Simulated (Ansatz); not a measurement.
## How far is PAW off for Ti?

```xyz
2
Lattice="2.8860 0.0000 0.0000 -1.4430 2.4993 0.0000 0.0000 0.0000 4.5622" Properties=species:S:1:pos:R:3 pbc="T T T"
Ti    0.0000    1.6662    1.1405
Ti    1.4430    0.8331    3.4216
```

Atoms are numbered in the order listed.

Structure from Materials Project entry mp-46 (possibly hypothetical), not relaxed further. The listed cell was then made from it by scaling, straining or moving an atom.

All numbers are computed: DFT, LDA, PAW with Ansatz's default frozen-core files, scalar-relativistic (Ansatz 0.2.0); DFT, LDA, all-electron LAPW, scalar-relativistic (Ansatz 0.2.0).

For PAW: a Γ-centred 13×13×7 k mesh, Fermi–Dirac smearing of 0.05 eV, cutoff 420 eV, no spin polarisation; the PAW files were made with PBE, and the program remakes their frozen cores for this functional. LAPW targets a basis error of 0.25 meV/atom. The Ansatz runs share mesh, smearing and spin set-up. Plane-wave (PAW) pressures include the program's estimate of the Pulay term.

Stress and pressure are positive in compression.

The change that made this cell: volume scaled by 0.95.

PAW results:

| quantity | PAW |
| --- | --- |
| pressure (GPa) | -2.58 |
| stress xx (GPa) | -2.72 |
| stress zz (GPa) | -2.31 |

**Question.** What does all-electron LAPW give for the same quantities?

**Answer.** 
```tsv
quantity	LAPW
pressure (GPa)	-2.57
stress xx (GPa)	-2.71
stress zz (GPa)	-2.30
```
